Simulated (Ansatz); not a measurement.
BAs:
```xyz
2
Lattice="0.0000 2.3912 2.3912 2.3912 0.0000 2.3912 2.3912 2.3912 0.0000" Properties=species:S:1:pos:R:3 pbc="T T T"
B      3.5868     3.5868     3.5868
As     0.0000     0.0000     0.0000
```

Relaxed with r²SCAN.

Problem. Map the electron localisation function on the plane through (0.750, 0.750, 0.750) spanned by u = [1, 0, 0] and v = [-1, 1, 1] in lattice vectors, from DFT-r²SCAN in the program Ansatz with PAW potentials.

Solution. x is the fraction of u, y of v (the angle between them is 90°; rows are the nearest grid lines); atoms in the plane: B at (0.00, 0.00), As at (0.50, 0.25).
```
|  :*%%#*++*#%%*:  |
|  :=**+=--=+**=:  |
|::-=+=-:..:-=+=-::|
|++++=:.    .:=++++|
|**+=-:.    .:-=+**|
|*++-:.      .:-++*|
|==-:.        .:-==|
|:::.          .:::|
|...            ...|
|                  |
|       ....       |
|     .:----:.     |
|   .-=+****+=-.   |
|  .:=++****++=:.  |
|  :-++++==++++-:  |
|..-=++=:..:=++=-..|
|:-+**+-.  .-+**+-:|
|=+*##+: .. :+##*+=|
|**%%%*-.  .-*%%%**|
|*#@@@%+-..-+%@@@#*|
|+#@@@@#+==+#@@@@#+|
|:=%@@@%#**#%@@@%=:|
|  =%@@%#**#%@@%=  |
|  :*%%#*++*#%%*:  |
```
Scale: ten equal steps from 0.001 (start of ' ') to 0.905 (end of '@'), in the order ' .:-=+*#%@'; x runs from 0.000 to 1.00, y from 0.000 (bottom) to 1.00 (top).

The density is the valence pseudo-density with augmentation charge, so density and ELF within about 1 Å of a nucleus are not all-electron values.

Space group F-43m (zinc blende). The r²SCAN relaxation kept the symmetry of its start; phonons on a q-mesh show no instability.

Potentials: the earlier of the program's two PAW sets.
